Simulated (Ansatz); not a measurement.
## Compressing AlNi3: a fit and a missing row

AlNi3, Fm-3m, a = 5.597 Å. The structure is a Materials Project entry; whether it is the stable form wasn't checked. Ansatz: PBEsol, PAW, 420 eV, Γ-centred 14×14×14 mesh on 4 atoms, Gaussian smearing 0.10 eV; no spin polarisation. Symmetry fixes shape and atoms, so the cell is only scaled; pressure is positive in compression.

| V (Å³/atom) | P (GPa) |
| --- | --- |
| 10.300 | 14.31 |
| 10.629 | ? |
| 10.957 | 0.00 |
| 11.286 | -5.55 |
| 11.615 | -10.24 |

Task: Take V0 = 10.957 Å³/atom, fit the third-order Birch–Murnaghan form to the other rows, and predict the missing pressure.

Result: With the Eulerian strain f = ½[(V0/V)^(2/3) − 1] and y = P/[3f(1 + 2f)^(5/2)], the form is the line y = B0 + 1.5 B0 (B0′ − 4) f. Rows (f, y): 0.02104, 204.5; -0.00976, 199.1; -0.01907, 197.3. Means f = -0.002597, y = 200.30; Σ(Δf)² = 0.0008814, ΣΔfΔy = 0.1573; the slope is their ratio. y = 200.8 + 178.5 f GPa, so B0 = 200.8 GPa and B0′ = 4 + 2 × (178.5)/(3 × 200.8) = 4.59. At V = 10.629, f = 0.01023, y = 202.63 and P = 6.54 GPa. The run gave 6.56 GPa, so the fit is 0.02 GPa too low, a small miss on the scale of the series.